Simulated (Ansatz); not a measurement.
# Relaxation path: bcc Mo (111), 5 layers

DFT, PBE, PAW with Ansatz's default frozen-core files, scalar-relativistic (Ansatz 0.2.0); a Γ-centred 10×10×1 k mesh, Fermi–Dirac smearing of 0.1 eV, no spin polarisation. The run relaxes the atoms in the fixed cell.

Command: `ansatz run input.yaml --threads 2 --pin off --max-ram 4096MiB --backend cpu --events-out ev --progress --plain --runs-dir out` It took 63 s on 2 threads of AMD EPYC 7R43 64-Core Processor (Zen 3), on a shared host, peak memory 0.64 GiB.

```yaml
crystal:
  lattice:
    - [4.4701026966, 0.0, 0.0]
    - [-2.2350513483, 3.8712224928, 0.0]
    - [0.0, 0.0, 19.6498]
  atoms:
    - { symbol: Mo, position: [0.833333333, 0.166666667, 0.4071282261] }
    - { symbol: Mo, position: [0.166666667, 0.833333333, 0.4535641129] }
    - { symbol: Mo, position: [0.5, 0.5, 0.5] }
    - { symbol: Mo, position: [0.833333333, 0.166666667, 0.5464358871] }
    - { symbol: Mo, position: [0.166666667, 0.833333333, 0.5928717739] }
kpoints:
  mp_grid: { grid: [10, 10, 1] }
scf:
  occupations: { method: fermi_dirac, width: 0.1 }
hamiltonian:
  xc: pbe
  pseudopotentials: { kind: paw }
output:
  forces: true
  stress: true
  eigenvalues: true
relax:
  f_tol: 0.01
  max_steps: 40
efield:
  axis: 3
  amplitude: 0
  dipole_correction: true
```

Each step lists its free energy a cell above the last geometry, and Cartesian positions (Å) with forces (eV/Å).

The first step:

```
step 1  dF = 933.76 meV
  Mo 3.3526 0.6452 8.0000   0.0000 0.0000 2.6722
  Mo -1.1175 3.2260 8.9124   0.0000 0.0000 0.8535
  Mo 1.1175 1.9356 9.8249   0.0000 0.0000 0.0000
  Mo 3.3526 0.6452 10.7374   0.0000 0.0000 -0.8535
  Mo -1.1175 3.2260 11.6498   0.0000 0.0000 -2.6722
```

Problem. Where does the relaxation end, and by which steps?

Solution. After 6 geometries, with a shortest distance of 2.403 Å. The further steps:
```
step 2  dF = 85.27 meV
  Mo 3.3526 0.6452 8.1962   0.0000 0.0000 1.0226
  Mo -1.1175 3.2260 8.9610   0.0000 0.0000 0.5332
  Mo 1.1175 1.9356 9.8249   0.0000 0.0000 0.0000
  Mo 3.3526 0.6452 10.6888   0.0000 0.0000 -0.5332
  Mo -1.1175 3.2260 11.4536   0.0000 0.0000 -1.0226
step 3  dF = 11.56 meV
  Mo 3.3526 0.6452 8.2812   0.0000 0.0000 -0.3772
  Mo -1.1175 3.2260 8.9977   0.0000 0.0000 -0.3519
  Mo 1.1175 1.9356 9.8249   0.0000 0.0000 0.0000
  Mo 3.3526 0.6452 10.6521   0.0000 0.0000 0.3519
  Mo -1.1175 3.2260 11.3686   0.0000 0.0000 0.3771
step 4  dF = 4.75 meV
  Mo 3.3526 0.6452 8.2682   0.0000 0.0000 -0.0094
  Mo -1.1175 3.2260 8.9663   0.0000 0.0000 0.2766
  Mo 1.1175 1.9356 9.8249   0.0000 0.0000 0.0000
  Mo 3.3526 0.6452 10.6835   0.0000 0.0000 -0.2766
  Mo -1.1175 3.2260 11.3816   0.0000 0.0000 0.0094
step 5  dF = 0.23 meV
  Mo 3.3526 0.6452 8.2598   0.0000 0.0000 0.0474
  Mo -1.1175 3.2260 8.9856   0.0000 0.0000 -0.0255
  Mo 1.1175 1.9356 9.8249   0.0000 0.0000 0.0000
  Mo 3.3526 0.6452 10.6642   0.0000 0.0000 0.0255
  Mo -1.1175 3.2260 11.3900   0.0000 0.0000 -0.0474
step 6  dF = 0.00 meV
  Mo 3.3526 0.6452 8.2634   0.0000 0.0000 0.0001
  Mo -1.1175 3.2260 8.9833   0.0000 0.0000 -0.0009
  Mo 1.1175 1.9356 9.8249   0.0000 0.0000 0.0000
  Mo 3.3526 0.6452 10.6665   0.0000 0.0000 0.0009
  Mo -1.1175 3.2260 11.3864   0.0000 0.0000 -0.0001
step 7  dF = 0.00 meV  (same geometry, solved once more)
  Mo 3.3526 0.6452 8.2634   0.0000 0.0000 0.0003
  Mo -1.1175 3.2260 8.9833   0.0000 0.0000 -0.0010
  Mo 1.1175 1.9356 9.8249   0.0000 0.0000 0.0000
  Mo 3.3526 0.6452 10.6665   0.0000 0.0000 0.0010
  Mo -1.1175 3.2260 11.3864   0.0000 0.0000 -0.0003
```
